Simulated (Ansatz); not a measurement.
Phonon spectrum of Y2Os

Theory: DFT PBE, scalar-relativistic, plane waves, PAW (Ansatz). Cutoff 420 eV, 12×12×12 k-points (Γ-centred), Fermi-Dirac smearing of 0.15 eV. No spin polarisation. Phonons by linear response, acoustic sum rule imposed.

Equilibrium structure at this level:
```xyz
3
Lattice="0.0000 3.3901 3.3901 3.3901 0.0000 3.3901 3.3901 3.3901 0.0000" Properties=species:S:1:pos:R:3 pbc="T T T"
Y     1.6951    1.6951    1.6951
Y     5.0852    5.0852    5.0852
Os    0.0000    0.0000    0.0000
```

The structure comes from a generated guess, relaxed at this level; another structure or a mixture of phases may lie lower. In a metal, frequencies and elastic constants depend on the k mesh and the smearing, soft modes and shear constants most. Some empty bands missed the eigensolver's threshold. Spin–orbit coupling is left out, which matters for heavy elements. The q mesh is coarse, so values between its points are rough.

Force constants from linear response on a 2×2×2 q mesh.

(1) Is the structure dynamically stable on this mesh?

(2) Give the frequencies (cm⁻¹; i marks imaginary ones) at the irreducible q points, in fractions of the reciprocal vectors.

## Answers

(1) Yes, on this mesh: no mode is imaginary.

(2)
```
                  q  star                        frequencies
  0.000 0.000 0.000     1      0 0 0 129 129 129 182 182 182
 0.000 0.000 -0.500     4  74 74 115 130 138 138 139 139 154
0.000 -0.500 -0.500     3     49 68 68 86 86 123 167 167 206
```
